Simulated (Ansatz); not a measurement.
**Computed properties of Cd2TeSe**

Cd2TeSe:
```
Cd2TeSe
1.0
    4.45311     0.00000     0.00000
    0.00000     4.45311     0.00000
    0.00000     0.00000     6.26337
Cd Te Se
2 1 1
Direct
  0.50000   0.00000   0.76758
  0.00000   0.50000   0.23242
  0.00000   0.00000   0.50000
  0.50000   0.50000   0.00000
```

Space group P-4m2 (No. 115); conventional cell a = 4.453 Å, b = 4.453 Å, c = 6.263 Å, α = 90.00°, β = 90.00°, γ = 90.00°.

Method: plane-wave PAW PBEsol (Ansatz code). Structure relaxed to zero pressure with the same functional. Other levels are named where they apply.

### Cell and energy

Volume per atom: 31.05 Å³
Density: 5.77 g/cm³
Formation energy from the elements (no fitted shifts): -0.46 eV/atom

### Electronic structure

Band gap: 0.40 eV (direct)
Valence-band maximum: at Γ
Conduction-band minimum: at Γ
Electron effective mass: 0.043, 0.043, 0.046 mₑ (principal values)
Electron effective mass with spin–orbit coupling: 0.028, 0.028, 0.033 mₑ (principal values)
Hole effective mass, band 1 of 2 at the edge: 3.3 along x, 0.63 along z (mₑ)
Hole effective mass, band 2 of 2 at the edge: 0.041 along x, 0.63 along z (mₑ)
Hole effective mass with spin–orbit coupling: 0.038, 0.038, 0.59 mₑ (principal values)
HSE06 gap on the PBEsol cell: 1.39 eV
Gap with spin–orbit coupling: 0.18 eV

### Mechanics

- Bulk modulus (Birch–Murnaghan fit) = 461 kbar
- Pressure derivative B′ = 4.7
- Elastic constants (relaxed ions, GPa) = C11 = 70.8, C12 = 28.2, C13 = 40.2, C33 = 56.8, C44 = 20.1, C66 = 8.8
- Mechanical stability = stable (all eigenvalues of C positive)
- Hill bulk and shear moduli = 46.2 and 14.5 GPa
- Young's modulus = 39.5 GPa
- Poisson's ratio = 0.36
- Debye temperature from the elastic constants = 169 K
- Piezoelectric stress constants (proper, relaxed ions, C/m²) = e15 = -0.05, e24 = 0.05, e31 = -0.04, e32 = 0.04

### Dielectric response

* **Electronic dielectric constant ε∞ (DFPT)**: 9.03 (xx = yy), 8.92 (zz)
* **Born charges (a third of the trace)**: Cd +2.24, Te -2.05, Se -2.42 e

### Phonons

* **Highest zone-centre frequency (without LO–TO term)**: 168 cm⁻¹
* **Zone-centre stability**: no imaginary mode at Γ

The first step of the workflow began from a Materials Project structure, measured or hypothetical; the Crystallography Open Database copy checked does not list it. Whether it is the stable phase at ambient conditions was not checked. The cell was relaxed with PBEsol under the symmetry of its start. Signs of piezoelectric constants follow the polarity of the cell as given. The references are the lowest solids computed at this level, not always the standard phases. Spin–orbit coupling is left out wherever it is not named.

Potentials: the later of the program's two PAW sets.
